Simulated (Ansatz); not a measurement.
Input file for Ansatz (a program for electronic structure):

Ansatz 0.2 input:
```yaml
crystal:
  lattice:
    - [0.0, 1.9467098152, 1.9467098152]
    - [1.9467098152, 0.0, 1.9467098152]
    - [1.9467098152, 1.9467098152, 0.0]
  atoms:
    - { symbol: Re, position: [0.0, 0.0, 0.0] }
kpoints:
  mp_grid: { grid: [13, 13, 13] }
  band_path:
    path:
      - [[0.0, 0.0, 0.0], [0.5, 0.0, 0.5], [0.625, 0.25, 0.625]]  # Γ-X-U
      - [[0.375, 0.375, 0.75], [0.0, 0.0, 0.0], [0.5, 0.5, 0.5], [0.5, 0.25, 0.75], [0.5, 0.0, 0.5]]  # K-Γ-L-W-X
    npoints: 12
hamiltonian:
  xc: r2scan
  pseudopotentials: { kind: paw }
magnetization: { noncollinear: true, spin_orbit: true }
scf:
  n_extra_bands: 13
  convergence: { dr2_threshold: 0.0000000001 }
  occupations: { method: gaussian, width: 0.05 }
output: { eigenvalues: true }
```

Output (shortened):

```
Pseudopotential: Re, paw_fr, valence charge 15
Functional definition: r2SCAN
non-collinear run that drives no moment, with spin-orbit …
Crystal: 1 atoms, lattice volume = 14.755 Å³
Basis set: ecut = 500 eV, 339 PW (Γ), exchange–correlation on 96×96×96 points (64 copies of the dense FFT grid, shifted against one another)
Bands: 28, of which v1, the nominal top of the filled ones, is band 15 counted from 1 (14 counted from 0)
Symmetry: 48 space group operations + 48 with time reversal
k-points: 84 of 2197
Projection manifold: j_resolved (fully-relativistic pseudo-atomic orbitals)
iter 1 solved again at ethr=2.74e-3 eV; its pass at ethr=3.10e-3 eV (dr2=4.11e-1 eV) is discarded
SCF iter   1: F=—  HF=-10856.382449 eV  |F-HF|=—  |Δ(HF+E_count)|=         —  Δρ=5.71e-2  dr2=4.12e-1  dr2_τ=1.02e-2  dr2_m=0.00e0 (ungated)  ethr=2.74e-3  |M|=0.00e0 ∫|m|=0.00e0 μB  |m|>n=0.0e0 m-floor=0.0e0 τ_xc=0.0e0  β_m=0.30  ⟨swp⟩=1.5  Hψ=7338  notcnv=0
preconditioner: auto → none
SCF iter   2: F=—  HF=-10856.319262 eV  |F-HF|=—  |Δ(HF+E_count)|=   6.32e-2  Δρ=3.38e-2  dr2=1.15e-1  dr2_τ=3.61e-3  dr2_m=0.00e0 (ungated)  ethr=2.74e-3  |M|=0.00e0 ∫|m|=0.00e0 μB  |m|>n=0.0e0 m-floor=0.0e0 τ_xc=0.0e0  β_m=0.46  ⟨swp⟩=2.1  Hψ=1752  notcnv=0
SCF iter   3: F=—  HF=-10856.306077 eV  |F-HF|=—  |Δ(HF+E_count)|=   1.32e-2  Δρ=9.51e-3  dr2=4.27e-3  dr2_τ=1.93e-4  dr2_m=0.00e0 (ungated)  ethr=7.68e-4  |M|=0.00e0 ∫|m|=0.00e0 μB  |m|>n=0.0e0 m-floor=0.0e0 τ_xc=0.0e0  β_m=0.65  ⟨swp⟩=2.6  Hψ=2106  notcnv=0  defer=62
SCF iter   4: F=—  HF=-10856.307465 eV  |F-HF|=—  |Δ(HF+E_count)|=   1.39e-3  Δρ=9.46e-4  dr2=8.15e-5  dr2_τ=3.24e-6  dr2_m=0.00e0 (ungated)  ethr=2.85e-5  |M|=0.00e0 ∫|m|=0.00e0 μB  |m|>n=0.0e0 m-floor=0.0e0 τ_xc=0.0e0  β_m=0.67  ⟨swp⟩=3.0  Hψ=1810  notcnv=0  defer=68
SCF iter   5: F=—  HF=-10856.307469 eV  |F-HF|=—  |Δ(HF+E_count)|=   3.90e-6  Δρ=2.11e-4  dr2=1.37e-6  dr2_τ=1.44e-7  dr2_m=0.00e0 (ungated)  ethr=5.44e-7  |M|=0.00e0 ∫|m|=0.00e0 μB  |m|>n=0.0e0 m-floor=0.0e0 τ_xc=0.0e0  β_m=0.83  ⟨swp⟩=2.6  Hψ=1731  notcnv=0  defer=68
SCF iter   6: F=—  HF=-10856.307470 eV  |F-HF|=—  |Δ(HF+E_count)|=   1.50e-6  Δρ=2.37e-5  dr2=2.72e-8  dr2_τ=1.14e-8  dr2_m=0.00e0 (ungated)  ethr=9.15e-9  |M|=0.00e0 ∫|m|=0.00e0 μB  |m|>n=0.0e0 m-floor=0.0e0 τ_xc=0.0e0  β_m=0.85  ⟨swp⟩=2.0  Hψ=1625  notcnv=0  defer=68
SCF iter   7: F=—  HF=-10856.307470 eV  |F-HF|=—  |Δ(HF+E_count)|=   4.25e-9  Δρ=3.77e-6  dr2=4.49e-10  dr2_τ=4.69e-11  dr2_m=0.00e0 (ungated)  ethr=1.81e-10  |M|=0.00e0 ∫|m|=0.00e0 μB  |m|>n=0.0e0 m-floor=0.0e0 τ_xc=0.0e0  β_m=0.92  ⟨swp⟩=2.4  Hψ=1743  notcnv=0  defer=68
SCF iter   8: F=-10856.307470 eV  HF=-10856.307470 eV  |F-HF|=0.00e0  |Δ(HF+E_count)|=  7.02e-10  Δρ=4.81e-7  dr2=1.29e-11  dr2_τ=1.43e-12  dr2_m=0.00e0 (ungated)  ethr=1.00e-12  |M|=0.00e0 ∫|m|=0.00e0 μB  |m|>n=0.0e0 m-floor=0.0e0 τ_xc=0.0e0  ⟨swp⟩=3.8  Hψ=2767  notcnv=0
SCF 1 converged in 8 iterations: F = -10856.307470 eV  dr2 = 1.29e-11
NSCF: frozen V_eff on 74 k-points
SCF converged after 8 iterations
Magnetization: |M| = 0.0000 μB,  M = (+0.0000, +0.0000, +0.0000) μB
Absolute magnetization: 0.0000 μB (∫|m|)
  site 0: m = (+0.0000, +0.0000, +0.0000) μB, |m| = 0.0000 μB  (R = 1.14 Å)
Free energy (F): -10856.307470 eV
Harris-Foulkes:  -10856.307470 eV  (|F-HF|=0.00e0)
Internal energy: -10856.305787 eV  (E = F + TS)
E sigma→0 (E₀):  -10856.306629 eV
Entropy (-TS):   -0.001683 eV (-1.683 meV/atom)
Fermi energy:    24.141828 eV
--- Per-component energies (eV) ---
  E_band       = -91.380589
  E_kinetic    = 541.605553
  E_local      = -759.290702  (includes V_loc(G=0)·N_el)
  E_nonlocal   = 43.199375
  E_hartree    = 272.954811
  E_xc         = -386.130185
  E_vxc        = -340.539739  (∫ρ·V_xc dr)
  E_paw        = -8660.501627  (= ΣΔE_a)
  E_vpaw       = -140.042435  (= ΣTr[D̂ρ^β])
  E_aug_tail   = -0.000033  (compensation charges beyond the density's cutoff)
  E_vtau       = 17.777861  (kinetic-family band-sum trace: ∫τ·v_τ [+ j·A + Jᵃ·Aᵃ] dr)
  E_ewald      = -1907.653016
  E_core_change = -0.489963  (= ΣΔE_core)
  E_smearing   = -0.001683  (= −TS)
  E_closure    =  0.000000  (closes the sum)
  Σ components = -10856.307470   (vs F -10856.307470, Δ=0.00e0)
  [band-id]    e_kinetic+e_local+e_nonlocal+2·e_hartree+e_vxc+e_vpaw+e_augmentation_tail+e_vtau = -91.380500   (vs E_band -91.380589, Δ=8.94e-5)
--- Band table (eV; the first three rows and the last of 84) ---
  k-point 0: bands = ["-57.8078", "-57.8078", "-26.6274", "-26.6274", "-15.4818", "-15.4818", "-15.4818", "-15.4818", "13.4094", "13.4094", "21.8077", "21.8077", "21.8077", "21.8077", "22.4164", "22.4164", "25.5373", "25.5373", "25.5373", "25.5373", …
  k-point 1: bands = ["-57.8004", "-57.8004", "-26.6471", "-26.6471", "-15.5517", "-15.5517", "-15.4940", "-15.4940", "13.6984", "13.6984", "21.6982", "21.6982", "21.9133", "21.9133", "22.4781", "22.4781", "25.3980", "25.3980", "25.4613", "25.4613", …
  k-point 2: bands = ["-57.7796", "-57.7796", "-26.7018", "-26.7018", "-15.7411", "-15.7411", "-15.5276", "-15.5276", "14.4978", "14.4978", "21.3278", "21.3278", "22.1278", "22.1278", "22.7690", "22.7690", "25.1397", "25.1397", "25.3911", "25.3911", …
  k-point 83: bands = ["-57.6342", "-57.6342", "-27.0689", "-27.0689", "-16.5243", "-16.5243", "-16.2027", "-16.2027", "18.8203", "18.8203", "20.1708", "20.1708", "20.8672", "20.8672", "24.4908", "24.4908", "28.5689", "28.5689", "33.4534", "33.4534", …
```

Cost: roughly 21 core-seconds on shared cores.

Space group Fm-3m (fcc (Cu type)). The cell is a constructed one: a structure type filled with these elements; the Crystallography Open Database files this formula in space group No. 225, but the cells were not matched. It is not the phase usual at ambient conditions (space group No. 194). The cell was relaxed with r²SCAN under the symmetry of its start; its stability against distortions is not shown here. The run is not spin-polarised.

Potentials: the later of the program's two PAW sets.

Ansatz is a plane-wave DFT program.
